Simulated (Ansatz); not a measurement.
Starting structure of a cell relaxation (symmetry kept):

```cif
data_structure
_symmetry_space_group_name_H-M 'P 1'
_symmetry_Int_Tables_number 1
_cell_length_a 4.6264
_cell_length_b 4.6264
_cell_length_c 7.7288
_cell_angle_alpha 90.000
_cell_angle_beta 90.000
_cell_angle_gamma 120.000
_cell_volume 143.26
loop_
_atom_site_label
_atom_site_type_symbol
_atom_site_fract_x
_atom_site_fract_y
_atom_site_fract_z
_atom_site_occupancy
Ca1 Ca 0.00000 0.00000 0.00000 1
Mn1 Mn 0.66667 0.33333 0.62074 1
Mn2 Mn 0.33333 0.66667 0.37927 1
Bi1 Bi 0.66667 0.33333 0.24881 1
Bi2 Bi 0.33333 0.66667 0.75119 1
```

These are results of DFT PBE, scalar-relativistic, plane waves, PAW (Ansatz), not measurements.

Cutoff 420 eV; k points 12×12×6 on the computed 5-atom cell (Γ-centred); Gaussian smearing, width 0.10 eV; collinear spin from starting moments 0 4.59 4.59 0 0 μB.

Problem. What does it relax to?

Solution. The volume falls by 0.16 Å³/atom to 28.50 Å³/atom, and the energy falls by 0.2 meV/atom. The cell ends with a moment of 9.10 μB (only this magnetic start was tried). Final structure:
Space group P-3m1 (No. 164). a = 4.600 Å, b = 4.600 Å, c = 7.775 Å, α = 90.00°, β = 90.00°, γ = 120.00°
```
atom site symmetry x y z
  Ca    1a      -3m.  0.0000  0.0000  0.0000
  Mn    2d       3m.  0.6667  0.3333  0.6180
  Bi    2d       3m.  0.6667  0.3333  0.2494
```

The state reached may not be the lowest one. Spin-orbit coupling is left out, which matters for the bands of heavy elements. The program reads another magnetic order as possibly lower. Only parallel moments were tried here.